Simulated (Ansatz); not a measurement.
# What internal relaxation does to the elastic constants of Ti2AlC

All numbers below come from DFT PBEsol, scalar-relativistic, plane waves, PAW in Ansatz. Cutoff 420 eV, 12×12×4 k-points (Γ-centred), Fermi-Dirac smearing of 0.15 eV. No spin polarisation.

The cell, relaxed at this level:
```
CELL_PARAMETERS angstrom
3.03613 0.00000 0.00000
-1.51806 2.62936 0.00000
0.00000 0.00000 13.64881
ATOMIC_POSITIONS crystal
Ti 0.33333 0.66667 0.08354
Ti 0.66667 0.33333 0.58354
Ti 0.66667 0.33333 0.91646
Ti 0.33333 0.66667 0.41646
Al 0.33333 0.66667 0.75000
Al 0.66667 0.33333 0.25000
C 0.00000 0.00000 0.00000
C 0.00000 0.00000 0.50000
```

In a metal, frequencies and elastic constants depend on the k mesh and the smearing, soft modes and shear constants most.

Clamped-ion constants (GPa, Voigt order; atoms follow the strain homogeneously):
C11 = 334.2, C12 = 72.4, C13 = 95.3, C22 = 334.2, C23 = 95.3, C33 = 335.7, C44 = 153.2, C55 = 153.2, C66 = 130.9 GPa; the others vanish.

**Question.** What are the constants once the atoms relax in each strained cell?

**Answer.**
```
312.3  66.5  67.2   0.0   0.0   0.0
 66.5 312.3  67.2   0.0   0.0   0.0
 67.2  67.2 278.9   0.0   0.0   0.0
  0.0   0.0   0.0 114.8   0.0   0.0
  0.0   0.0   0.0   0.0 114.8   0.0
  0.0   0.0   0.0   0.0   0.0 122.9
```
The Voigt shear modulus goes from 136.9 to 117.3 GPa and the Voigt bulk modulus from 170.0 to 145.0 GPa. Relaxation subtracts ΛᵀK⁻¹Λ/V, with Λ the forces that a strain puts on the atoms and K the zone-centre force constants. At a stable cell this can only lower the diagonal constants, and it acts only for strains that share their symmetry with an optical mode; elsewhere, and where the coupling is weak, the constants hardly move.